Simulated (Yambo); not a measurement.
Yambo run on BaTiO₃ (space group P4mm, No. 99). The wavefunctions are norm-conserving PBEsol (Quantum ESPRESSO, 84 Ry, no spin-orbit coupling) ones on a 4×4×4 mesh (20 occupied bands); a = 3.9904 Å, b = 3.9904 Å, c = 4.1027 Å, α = 90.00°, β = 90.00°, γ = 90.00°.

Yambo input:

```
rim_cut
gw0
dyson
el_el_corr
HF_and_locXC
ppa
em1d
RandQpts= 1000000
RandGvec= 1 Ry
EXXRLvcs= 84 Ry
VXCRLvcs= 336 Ry
Chimod= "HARTREE"
% BndsRnXp
 2 | 127 |
%
NGsBlkXp= 8 Ry
% LongDrXp
 1.0 | 1.0 | 1.0 |
%
PPAPntXp= 27.2114 eV
% GbndRnge
 1 | 127 |
%
GTermKind= "none"
DysSolver= "n"
ExtendOut
% QPkrange
 1 | 1 | 20 | 21 |
 18 | 18 | 20 | 20 |
%
```

k points by index: 1 = Γ, 18 = A.

Resulting energies as the program prints them:

```
#    K-point    Band    Eo [eV]    E [eV]    E-Eo [eV]    Vxc [eV]    Vnlxc [eV]    Sc|Eo [eV]    Sc|E [eV]    dSc/dw|Eo [eV]    Re(Z)    Im(Z)
#
    1    20    -0.434664    -0.547676    -0.113012    -19.70727    -24.30464    4.450636    4.484361    -8.112361    0.770340    -0.001345
    1    21    1.809436    3.340989    1.531553    -18.74413    -11.42538    -5.353868    -5.787194    -7.698195    0.779479    -0.001432
    18    20    0.000000    -0.103177    -0.103177    -19.74405    -24.84959    4.970561    5.002365    -8.377661    0.764598    -0.001374
```
(The two width columns are left out.) Convergence of these settings isn't established.

Geometry of the Materials Project entry, not relaxed at this level.
